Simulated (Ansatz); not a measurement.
Pb (fcc, Cu type)

```
Pb
1.0
    0.00000     2.49563     2.49563
    2.49563     0.00000     2.49563
    2.49563     2.49563     0.00000
Pb
1
Direct
  0.00000   0.00000   0.00000
```

The slice is a {100} plane (indices of the conventional cell) through the point (0.000, 0.000, 0.000) (fractional), spanned by u = [100] and v = [0 1 -1] in vectors of this cell: u (3.53 Å) and v (3.53 Å, at 90° to u). It covers one period; positions are fractions (u, v).

All values below come from r2SCAN (plane waves to 500 eV, PAW, scalar-relativistic; Ansatz, a program for electronic structure). k mesh 16×16×16. Inside the PAW spheres the values are not all-electron values, and peaks at nuclei hang on which shells count as valence. Pb was relaxed with its symmetry unable to fall. Spin-orbit coupling is left out, though Pb is heavy. The PAW data are Ansatz's earlier set.

**Question.** What is the valence density on the shortest Pb–Pb line in this plane (3.53 Å), at its midpoint?

**Answer.** 0.12 e/Å³.

**Question.** What is the ELF at the midpoint of the shortest Pb–Pb line in this plane (3.53 Å)?

**Answer.** 0.21.

**Question.** Sketch the electron localisation function (ELF) on this plane as a map.

**Answer.** 
```
|xxxx:*@@@%#*+=-=+*#%@@@*:xxx|
|xxxx-#@@@##*+---+*##@@@#-xxx|
|xxx:+%@@%##*=---=*##%@@%+:xx|
|.:-+%@@@%#*+=---=+*#%@@@%+-:|
|+*#%@@@%##*+=-:-=+*##%@@@%#*|
|%@@@@@%%##*=-:::-=*##%%@@@@@|
|@@@@@%%##*+=::.::=+*##%%@@@@|
|@@@%%###*+=-:...:-=+*###%%@@|
|%%#####*+=-:.....:-=+*#####%|
|####***+=-:..   ..:-=+***###|
|****++==-:..     ..:-==++***|
|+++===-::..       ..::-===++|
|==----::..         ..::----=|
|-----::...         ...::----|
|==----::..         ..::----=|
|+++===-::..       ..::-===++|
|****++==-:..     ..:-==++***|
|####***+=-:..   ..:-=+***###|
|%%#####*+=-:.....:-=+*#####%|
|@@@%%###*+=-:...:-=+*###%%@@|
|@@@@@%%##*+=::.::=+*##%%@@@@|
|%@@@@@%%##*=-:::-=*##%%@@@@@|
|+*#%@@@%##*+=-:-=+*##%@@@%#*|
|.:-+%@@@%#*+=---=+*#%@@@%+-:|
|xxx:+%@@%##*=---=*##%@@%+:xx|
|xxxx-#@@@##*+---+*##@@@#-xxx|
|xxxx:*@@@%#*+=-=+*#%@@@*:xxx|
|xxxx.+%@@%#*+=-=+*#%@@%+.xxx|
```
Scale: ten equal steps from 0.08 (start of ' ') to 0.44 (end of '@'), in the order ' .:-=+*#%@'. Values: electron localisation function (ELF). The map has 28 points along u (one character each, u = 0 at the left) and 28 along v (v = 0 in the bottom row). Points within 0.5 Å of a nucleus are blanked (x), as the pseudised field means little there.
